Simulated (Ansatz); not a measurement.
K₂AgBiCl₆ in space group Fm-3m (No. 225; K on 8c, Ag on 4b, Bi on 4a, Cl on 24e), the program Ansatz at the PBE level (PAW), all energies at zero smearing, with the estimated change up to a 700 eV cutoff added, with one set of potentials and settings (totals compare only within such a set). Cell of 10 atoms (2 K, 1 Ag, 1 Bi, 6 Cl): -29552.378 eV.

| element | reference phase | E (eV/atom) |
|---|---|---|
| K | Im-3m, 1 atoms in the cell | -1537.7858 |
| Ag | R-3m, 3 atoms in the cell | -7590.5531 |
| Bi | R-3m, 2 atoms in the cell | -12396.5536 |
| Cl | Cmce, 4 atoms in the cell | -1079.4982 |

Formation energy per atom, worked out: (-29552.378 − 2×(-1537.7858) − 1×(-7590.5531) − 1×(-12396.5536) − 6×(-1079.4982))/10 = -1.271 eV/atom (-123 kJ per mol of atoms), at 0 K, without zero-point energy or fitted corrections.

The first step of the workflow began from a Materials Project structure, measured or hypothetical; the Crystallography Open Database copy checked does not list it. Its standing as an ambient phase is unchecked. The PBE relaxation kept the symmetry of its start; its stability against distortions is not shown here. No spin polarisation was allowed. The references are the lowest solids computed at this level, not always the standard phases (solids in place of the gases). Spin–orbit coupling is left out wherever it is not named.

Potentials: the later of the program's two PAW sets.
